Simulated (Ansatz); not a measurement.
Cr3NiC (anti-perovskite, Pm-3m) under volume change, plane-wave PAW PBE (Ansatz code), scaled uniformly.

```
V (Å³/atom)  E − E(relaxed) (meV/atom)  P (GPa)
-----------  -------------------------  -------
9.907                             79.7    28.37
10.233                            33.4    17.35
10.560                             7.9     7.97
10.886                             0.0    -0.01
11.213                             7.1    -6.81
11.539                            27.1   -12.60
11.866                            57.9   -17.52
```

**Question.** What does a third-order Birch–Murnaghan fit give for V₀, B₀ and B′?

**Answer.** V₀ = 10.89 Å³/atom, B₀ = 245 GPa, B′ = 4.3.

The start of the workflow was typed in or built on a structure type; neither database checked (COD, Materials Project) lists it. Whether it is the stable phase at ambient conditions was not checked. Symmetry was held in the PBE relaxation; whether a distortion lowers the energy is not shown. The workflow began spin-polarised and lost its moments.

Potentials: the earlier of the program's two PAW sets.
